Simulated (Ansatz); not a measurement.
Ba₂O:
```yaml
crystal:
  lattice:
    - [1.95158, 1.12675, 7.15977]
    - [-1.95158, 1.12675, 7.15977]
    - [0.00000, -2.25349, 7.15977]
  atoms:
    - { symbol: Ba, position: [0.73572, 0.73572, 0.73572] }
    - { symbol: Ba, position: [0.26428, 0.26428, 0.26428] }
    - { symbol: O, position: [0.00000, 0.00000, 0.00000] }
```

Relaxed with PBEsol. Special points in fractions of this cell's reciprocal vectors: Γ (0.000, 0.000, 0.000); T (0.500, 0.500, 0.500); H2 (0.817, 0.183, 0.500); H0 (0.500, -0.183, 0.183); L (0.500, 0.000, 0.000); S0 (0.342, -0.342, 0.000); S2 (0.658, 0.000, 0.342); F (0.500, 0.000, 0.500).

Q: List the band energies nearest the Fermi level at these points for PBEsol with spin–orbit coupling (plane waves, PAW; program Ansatz).

A: In eV from the Fermi level; about four levels below and three above (degenerate sets whole), none deeper than 8.9 eV; points with the same levels are listed once.

```
k                     below                above
--  -----------------------  -------------------
Γ   -4.31 -4.31 -1.96 -1.96  0.47 0.47 1.18 1.18
T   -1.00 -1.00 -0.34 -0.34  0.81 0.81 2.00 2.00
H2  -3.97 -3.97 -3.85 -3.85  0.41 0.41 0.61 0.61
L   -3.80 -3.80 -0.53 -0.53  0.45 0.45 0.96 0.96
S0  -3.98 -3.98 -3.85 -3.85  0.41 0.41 0.62 0.62
F     -0.79 -0.79 0.00 0.00  0.33 0.33 2.04 2.04
```

Space group R-3m. The start of the workflow was typed in or built on a structure type; neither database checked (COD, Materials Project) lists it. Whether it is the stable phase at ambient conditions was not checked. The cell was relaxed with PBEsol under the symmetry of its start; its stability against distortions is not shown here. The volume moved by -23 % from the start of the relaxation.

Potentials: the earlier of the program's two PAW sets. The files were generated under PBE; for other functionals the program regenerates the frozen cores, and for LDA and PBEsol the local potential too.
